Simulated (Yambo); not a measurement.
BSE-type run in Yambo on AlP (zinc blende, space group F-43m, No. 216), at zero momentum.

Quantum ESPRESSO step (PBE, PseudoDojo standard norm-conserving files, scalar-relativistic):
```
&CONTROL
  calculation = 'nscf'
  pseudo_dir = './pseudo'
  outdir = './out'
/
&SYSTEM
  ibrav = 0
  nat = 2
  ntyp = 2
  ecutwfc = 44.0
  ecutrho = 176.0
  occupations = 'fixed'
  force_symmorphic = .true.
  nbnd = 23
/
&ELECTRONS
  conv_thr = 2e-09
  diago_full_acc = .true.
  diago_thr_init = 1e-08
/
ATOMIC_SPECIES
Al 26.9815 Al.upf
P 30.9738 P.upf
CELL_PARAMETERS angstrom
  0.000000000000   2.736485000000   2.736485000000
  2.736485000000   0.000000000000   2.736485000000
  2.736485000000   2.736485000000   0.000000000000
ATOMIC_POSITIONS crystal
Al   0.000000000000   0.000000000000   0.000000000000
P   0.250000000000   0.250000000000   0.250000000000
K_POINTS automatic
10 10 10 0 0 0
```

Yambo input:
```
rim_cut
optics
bse
bss
dipoles
em1s
RandQpts= 1000000
RandGvec= 1 Ry
FFTGvecs= 40 Ry
Chimod= "HARTREE"
BSKmod= "SEX"
BSEmod= "resonant"
BSSmod= "hs"
BSENGexx= 15 Ry
BSENGBlk= 4 Ry
% KfnQP_E
 0.935 | 1.0 | 1.0 |
%
% BSEQptR
 1 | 1 |
%
% BSEBands
 2 | 8 |
%
% BEnRange
 0.0 | 9.7 | eV
%
% BDmRange
 0.15 | 0.15 | eV
%
BEnSteps= 194
% BLongDir
 1.0 | 0.0 | 0.0 |
%
BSHayTrs= -0.02
BSSNEig= 24
WRbsWF
% BndsRnXs
 1 | 18 |
%
NGsBlkXs= 4 Ry
% LongDrXs
 1.0 | 1.0 | 1.0 |
%
```

From the report:

The dimension is k points × valence × conduction bands = 1000 × 3 × 4 = 12000.
```
   [SLEPC] Approach                          : Krylov-Schur
   [SLEPC] Number of requested eigenvalues   :  24
   [SLEPC] Number of eigenvalues        [NEV]:  24
    [K] Dimension                                    :  12000
    [K] Bands                                        :   2   8
    [K] Exchange res                                 : yes
    [K] Correlation res                              : yes
    [K] W interaction is bare                        : no
    [K] RL vectors exchange                          :  307
    [K] RL vectors correlation                       :   51
    [W] Matrix size                                  :   51
    [W] Bands                                        :   1  18
    [W] Coulomb Cutoff                               : none
    [W] Hxc Kernel                                   : HARTREE
```

Geometry of the Materials Project entry, not relaxed at this level.
